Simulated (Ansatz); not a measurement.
**MgAl₂Cl₂, a known structure type with other elements, at an estimated volume**

```xyz
5
Lattice="4.0246 0.0000 0.0000 -2.0123 3.4854 0.0000 0.0000 0.0000 6.9325" Properties=species:S:1:pos:R:3 pbc="T T T"
Al    0.0000    2.3236    2.6156
Al    2.0123    1.1618    4.3169
Cl    0.0000    2.3236    5.0926
Cl    2.0123    1.1618    1.8399
Mg    0.0000    0.0000    0.0000
```

The numbers come from plane-wave PAW DFT (Ansatz): r2SCAN, no spin polarisation, 500 eV, 10×10×5 Γ-centred k points, fermi-dirac occupations (width 0.0182 eV). Nothing was relaxed.

- Charges: Bader charges in e: Mg +1.16, Al +0.97, Cl -1.55. In the mean Mg gives up most and Cl takes most.
- Formation energy: 0.77 eV an atom against the elements' usual phases (free molecules for gases, crystals otherwise, with no correction for O₂ or N₂), so at this geometry it isn't bound against them. Relaxing would lower it.
- Forces: The largest is on Cl3 (and as large on other atoms): 3.70 eV/Å, components (0.00, 0.00, 3.70). It makes 108° with the line to a nearest neighbour, Al2 at 2.45 Å.
- Electronic structure: It is a metal, with about 1.9 states/eV a cell as the mean within 0.25 eV of the Fermi level, mostly Al p (29 %), Al s (25 %) and Cl p (17 %).

Origin: a known structure type with other elements, at an estimated volume, so it need not be a known compound. Caveats: many states at the Fermi level without spin polarisation, so a magnetic state may lie lower; atoms or cell far from equilibrium.
